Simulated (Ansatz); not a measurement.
Given:

PbS:
```xyz
4
Lattice="4.9887 0.0000 0.0000 0.0000 4.9887 0.0000 0.0000 0.0000 3.8990" Properties=species:S:1:pos:R:3 pbc="T T T"
Pb     2.4943     0.0000     1.2888
Pb     0.0000     2.4943     2.6102
S      0.0000     0.0000     0.0000
S      2.4943     2.4943     0.0000
```

This is the LDA-relaxed structure. Tensor components refer to the Cartesian frame of this cell.

### Question
All from plane-wave PAW LDA (Ansatz code), unless another level is named. Estimate the highest zone-centre frequency (without LO–TO term).

### Answer
20.6 meV.

### Question
What about the bulk modulus (Birch–Murnaghan fit)?

### Answer
33.9 GPa.

### Question
And the elastic constants (relaxed ions, GPa)?

### Answer
C11 = 37.1, C12 = 91.1, C13 = 21.0, C33 = 40.2, C44 = 4.6, C66 = 40.9.

Space group P4/nmm. The start of the workflow was typed in or built on a structure type; neither database checked (COD, Materials Project) lists it. It is not the phase usual at ambient conditions (space group No. 225). The LDA relaxation kept the symmetry of its start. At this level the phase is mechanically unstable. The volume moved by -25 % from the start of the relaxation. A crystal of weakly bound layers computed without a dispersion correction: the cell and the soft elastic constants depend strongly on that. Scalar-relativistic: spin–orbit coupling is off unless named, which matters more the heavier the elements.

Potentials: the earlier of the program's two PAW sets. The files were generated under PBE; for other functionals the program regenerates the frozen cores, and for LDA and PBEsol the local potential too.
